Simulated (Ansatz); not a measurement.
# RbB6H6 — ¹¹B NMR of the central transition

Cell: a Materials Project structure (computed, not necessarily an observed phase) whose atoms were relaxed with PBE, the cell held.

```cif
data_RbB6H6
_symmetry_space_group_name_H-M 'Fm-3'
_symmetry_Int_Tables_number 202
_cell_length_a 10.8797
_cell_length_b 10.8797
_cell_length_c 10.8797
_cell_angle_alpha 90.000
_cell_angle_beta 90.000
_cell_angle_gamma 90.000
loop_
_atom_site_label
_atom_site_type_symbol
_atom_site_symmetry_multiplicity
_atom_site_Wyckoff_symbol
_atom_site_fract_x
_atom_site_fract_y
_atom_site_fract_z
Rb Rb 8 c 0.2500 0.7500 0.2500
B B 48 h 0.4185 0.5000 0.8677
H H 48 h 0.6385 0.5000 0.7729
```

One atom of each set is listed; the run and its k-mesh use a cell of 26 atoms with edges of 7.69, 7.69, 7.69 Å.

All values are calculated (Ansatz; DFT, PBE, plane waves and PAW, with spin–orbit coupling, 420 eV cutoff, Γ-centred 5×5×5 k-points, Fermi–Dirac smearing 0.05 eV), not measured.

¹¹B has I = 3/2 and Q = 40.59 mb (Pyykkö 2018); at 9.4 T its Larmor frequency is ν₀ = 128.4 MHz. Only the quadrupole interaction is simulated: positions count from each site's isotropic chemical shift, and J coupling is left out, as are shift anisotropy and dipolar coupling, which fast spinning averages.

**Question.** What does the ¹¹B spectrum (fast magic-angle spinning) show for each site?

**Answer.** 

```
site                        first shell  C_Q (MHz)     η  P_Q (MHz)  δ_QIS (ppm)  breadth (kHz)
   B  1 H at 1.20 Å, 5 B at 1.77–1.78 Å     -0.701  0.07      0.701       -0.745          0.209
```

δ_QIS = −(ν_Q²/30ν₀²)[I(I+1) − 3/4](1 + η²/3) × 10⁶ ppm with ν_Q = 3|C_Q|/[2I(2I−1)]; it falls as 1/B₀² in ppm, and the breadth as 1/B₀ in kHz.

At B V_zz points along its shortest bond, to H (within 2°).
